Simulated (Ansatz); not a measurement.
Input:

SiNi$_{2}$ in space group P6_3/mmc (No. 194; Si on 2d, Ni on 2c, Ni on 2a), a = 3.8695 Å, b = 3.8695 Å, c = 4.9266 Å, α = 90.00°, β = 90.00°, γ = 120.00°.

This is the r²SCAN-relaxed structure.

Task: All from the program Ansatz at the r²SCAN level (PAW), unless another level is named. Estimate the electronic character.

Result: metallic (no gap).

Task: What about the density of states at the Fermi level?

Result: 0.57 states/eV per atom (mean over ±0.08 eV).

Task: Predict the formation energy from the elements (no fitted shifts).

Result: -0.48 eV/atom.

The workflow started from a Materials Project entry (that database holds measured and hypothetical structures alike); the Crystallography Open Database files this formula in space group No. 194, but the cells were not matched. Its standing as an ambient phase is unchecked. The r²SCAN relaxation kept the symmetry of its start; whether a distortion lowers the energy is not shown. The run is not spin-polarised. The references are the lowest solids computed at this level, not always the standard phases.

Potentials: the later of the program's two PAW sets.
